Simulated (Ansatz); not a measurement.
Ta (bcc (W type), Im-3m) at seven volumes, PBEsol in the plane-wave PAW code Ansatz, scaled uniformly. One row is withheld.

```json
[
 {"V (Å³/atom)": "16.076", "P (GPa)": "23.81"},
 {"V (Å³/atom)": "16.606", "P (GPa)": "14.77"},
 {"V (Å³/atom)": "17.136", "P (GPa)": "6.83"},
 {"V (Å³/atom)": "17.666", "P (GPa)": "0.00"},
 {"V (Å³/atom)": "18.196", "P (GPa)": "-5.87"},
 {"V (Å³/atom)": "18.726", "P (GPa)": "?"},
 {"V (Å³/atom)": "19.256", "P (GPa)": "-15.24"}
]
```

**Question.** Fit the shown pressures and predict the withheld one.

**Answer.** Third-order Birch–Murnaghan: P = (3/2)B₀(x^(7/2) − x^(5/2))[1 + (3/4)(B′ − 4)(x − 1)] with x = (V₀/V)^(2/3). Least squares on the six rows gives V₀ = 17.668 Å³/atom, B₀ = 209.9 GPa, B′ = 3.91. At V = 18.726, x = 0.9620 and P = -10.90 GPa. The run itself gave -10.91 GPa.

The PBEsol relaxation kept the symmetry of its start. The run is not spin-polarised. Spin–orbit coupling is left out wherever it is not named.

Potentials: the earlier of the program's two PAW sets. The files were generated under PBE; for other functionals the program regenerates the frozen cores, and for LDA and PBEsol the local potential too.
